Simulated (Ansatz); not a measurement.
**TiB2: stiffness from a series of strains**

```xyz
3
Lattice="3.0292 0.0000 0.0000 -1.5146 2.6234 0.0000 0.0000 0.0000 3.2284" Properties=species:S:1:pos:R:3 pbc="T T T"
Ti    0.0000    0.0000    0.0000
B     0.0000    1.7489    1.6142
B     1.5146    0.8745    1.6142
```

Atoms are numbered in the order listed.

The cell comes from COD entry 2002799, which wasn't checked; take it as a given geometry.

The calculation used DFT, PBEsol, all-electron LAPW, scalar-relativistic (Ansatz 0.2.0).

Sampling and basis: a Γ-centred 14×14×11 k mesh, Fermi–Dirac smearing of 0.03 eV, basis error target 1 meV/atom, no spin polarisation.

The strain is applied along the Cartesian axes of the cell as listed (the other components stay zero). Fractional coordinates are held (clamped ions).

σ is the change of stress from the unstrained cell, which is at -5.19 GPa; tension is positive, so slopes are stress–strain coefficients at that pressure. In a metal the k mesh adds noise.

Only quantities that a quadratic follows smoothly over the whole series are listed; rougher ones are left out.

```
εxx = εyy  σzz (GPa)  σxx (GPa)
  -0.0200      -4.03     -15.47
   0.0000       0.00       0.00
   0.0100       1.72       6.75
   0.0200       3.21      12.95
```

Question: Fit the series and read off the stiffness at zero strain.

Answer: Least-squares fits y = p0 + p1 x + p2 x² to the rows give σzz (GPa): p1 = 181, p2 = -1000; σxx (GPa): p1 = 710, p2 = -3100. So C13 + C23 = 181 GPa and C11 + C12 = 710 GPa, for these axes.

Question: One run, at εxx = εyy = -0.0100, is withheld. Predict its row.

Answer: The fits give -1.91, -7.43; the run gave -1.93, -7.39.
